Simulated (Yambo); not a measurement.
Yambo run on SrCl$_{2}$ (fluorite, space group Fm-3m, No. 225) under isotropic strain of -0.7 % on all lattice vectors. The wavefunctions come from this Quantum ESPRESSO step (PBEsol, PseudoDojo standard norm-conserving files, scalar-relativistic):

```
&CONTROL
  calculation = 'nscf'
  pseudo_dir = './pseudo'
  outdir = './out'
/
&SYSTEM
  ibrav = 0
  nat = 3
  ntyp = 2
  ecutwfc = 68.0
  ecutrho = 272.0
  occupations = 'fixed'
  force_symmorphic = .true.
  nbnd = 155
/
&ELECTRONS
  conv_thr = 3.0000000000000004e-09
  diago_full_acc = .true.
  diago_thr_init = 1e-08
/
ATOMIC_SPECIES
Cl 35.4500 Cl.upf
Sr 87.6200 Sr.upf
CELL_PARAMETERS angstrom
  0.000000000000   3.428864735447   3.428864735447
  3.428864735447   0.000000000000   3.428864735447
  3.428864735447   3.428864735447   0.000000000000
ATOMIC_POSITIONS crystal
Cl   0.749999787868   0.749999787868   0.749999787868
Cl   0.249999787868   0.249999787868   0.249999787868
Sr   0.999999787868   0.999999787868   0.999999787868
K_POINTS automatic
4 4 4 0 0 0
```

Yambo input:

```
rim_cut
gw0
dyson
el_el_corr
HF_and_locXC
ppa
em1d
RandQpts= 1000000
RandGvec= 1 Ry
EXXRLvcs= 68 Ry
VXCRLvcs= 272 Ry
Chimod= "HARTREE"
% BndsRnXp
 1 | 152 |
%
NGsBlkXp= 8 Ry
% LongDrXp
 1.0 | 1.0 | 1.0 |
%
PPAPntXp= 27.2114 eV
% GbndRnge
 1 | 152 |
%
GTermKind= "BG"
DysSolver= "n"
ExtendOut
% QPkrange
 1 | 1 | 12 | 13 |
 3 | 3 | 12 | 13 |
 7 | 7 | 12 | 13 |
%
```

k points by index: 1 = Γ, 3 = L, 7 = X.

The o-*.qp file then holds:

```
#    K-point    Band    Eo [eV]    E [eV]    E-Eo [eV]    Vxc [eV]    Vnlxc [eV]    Sc|Eo [eV]    Sc|E [eV]    dSc/dw|Eo [eV]    Re(Z)    Im(Z)
#
    1    12    -0.360940    -2.206242    -1.845302    -14.39559    -18.80159    2.133461    2.560695    -6.299782    0.812008    -0.001148
    1    13    5.335054    5.962735    0.627681    -8.122646    -3.963004    -3.431301    -3.531961    -4.363241    0.861811    -0.904196E-3
    3    12    -1.133595    -3.041168    -1.907573    -13.91364    -18.54964    2.283044    2.728428    -6.352858    0.810723    -0.001524
    3    13    6.653852    7.930562    1.276710    -10.23979    -4.925158    -3.819016    -4.037920    -4.665250    0.853646    -0.995563E-3
    7    12    0.000000    -1.806871    -1.806871    -14.72529    -19.02994    2.078474    2.497778    -6.314352    0.811655    -0.001135
    7    13    5.325928    6.243571    0.917642    -8.753298    -4.291586    -3.396018    -3.544070    -4.389827    0.861086    -0.922041E-3
```
(The two width columns are left out.) Convergence of these settings isn't established.

Geometry strained from the cell relaxed with PBEsol, atoms relaxed again.
